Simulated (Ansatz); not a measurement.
**Au (fcc, Cu type): frozen-phonon scan**

Relaxed Au (fcc, Cu type):

```yaml
crystal:
  lattice:
    - [0.00000, 4.15718, 4.15718]
    - [2.07859, 2.07859, 4.15718]
    - [2.07859, 2.07859, 0.00000]
  atoms:
    - { symbol: Au, position: [0.00000, 0.00000, 0.00000] }
    - { symbol: Au, position: [0.50000, 0.00000, 0.00000] }
```

The atoms are displaced by Q × the pattern below (from a DFPT mode at X = (0.5, 0.5, 0.0), largest move 1; Q in Å), at fixed cell. (q is in reciprocal vectors of the primitive cell; the cell shown is doubled to hold the pattern.)

```
atom      x      y       z
----  -----  -----  ------
Au1   0.000  0.000  -1.000
Au2   0.000  0.000   1.000
```

The numbers are results of PBE (plane waves to 420 eV, PAW, scalar-relativistic; Ansatz, an electronic-structure program), not measurements. k mesh 19×19×19 (Γ-centred), Fermi-Dirac smearing 0.05 eV. The energy includes the smearing's −TS. Compression counts positive. With partly filled bands, energies and forces of such displacements shift with the k mesh and the smearing. Au was relaxed with its symmetry unable to fall. Spin-orbit coupling is left out, though Au is heavy. The zero of ΔE is the undisplaced structure.

```json
[
 {"Q (Å)": "-0.100", "ΔE (eV/cell)": "0.133", "P (GPa)": "3.2", "−dE/dQ from forces (eV/Å)": "2.707"},
 {"Q (Å)": "-0.083", "ΔE (eV/cell)": "0.092", "P (GPa)": "2.2", "−dE/dQ from forces (eV/Å)": "2.227"},
 {"Q (Å)": "-0.067", "ΔE (eV/cell)": "0.058", "P (GPa)": "1.4", "−dE/dQ from forces (eV/Å)": "1.764"},
 {"Q (Å)": "-0.050", "ΔE (eV/cell)": "0.033", "P (GPa)": "0.8", "−dE/dQ from forces (eV/Å)": "1.314"},
 {"Q (Å)": "-0.033", "ΔE (eV/cell)": "0.015", "P (GPa)": "0.4", "−dE/dQ from forces (eV/Å)": "0.872"},
 {"Q (Å)": "-0.017", "ΔE (eV/cell)": "0.004", "P (GPa)": "0.1", "−dE/dQ from forces (eV/Å)": "0.435"},
 {"Q (Å)": "0.000", "ΔE (eV/cell)": "0.000", "P (GPa)": "0.0", "−dE/dQ from forces (eV/Å)": "0.000"},
 {"Q (Å)": "0.017", "ΔE (eV/cell)": "0.004", "P (GPa)": "0.1", "−dE/dQ from forces (eV/Å)": "-0.435"},
 {"Q (Å)": "0.033", "ΔE (eV/cell)": "0.015", "P (GPa)": "0.4", "−dE/dQ from forces (eV/Å)": "-0.872"},
 {"Q (Å)": "0.050", "ΔE (eV/cell)": "0.033", "P (GPa)": "0.8", "−dE/dQ from forces (eV/Å)": "-1.314"},
 {"Q (Å)": "0.067", "ΔE (eV/cell)": "0.058", "P (GPa)": "1.4", "−dE/dQ from forces (eV/Å)": "-1.764"},
 {"Q (Å)": "0.083", "ΔE (eV/cell)": "0.092", "P (GPa)": "2.2", "−dE/dQ from forces (eV/Å)": "-2.227"},
 {"Q (Å)": "0.100", "ΔE (eV/cell)": "0.133", "P (GPa)": "3.2", "−dE/dQ from forces (eV/Å)": "-2.707"}
]
```

Summary:

Energy at Q = 0.100 Å: 133 meV/cell
Space group of the distorted cell: P4/nmm (No. 129), lowered from Fm-3m
Symmetry of the curve: even: the same for both signs
Shape of the curve: a single well with its minimum at or next to zero displacement
Harmonic wavenumber from the curvature (finite differences): 134 cm⁻¹
Wavenumber by perturbation theory (DFPT, on another k mesh): 134 cm⁻¹

The 13 points together took very roughly 4 core-minutes.

(For displaced atoms, the force is minus the slope of the energy, and its curvature is a force constant, which sets phonon frequencies.)
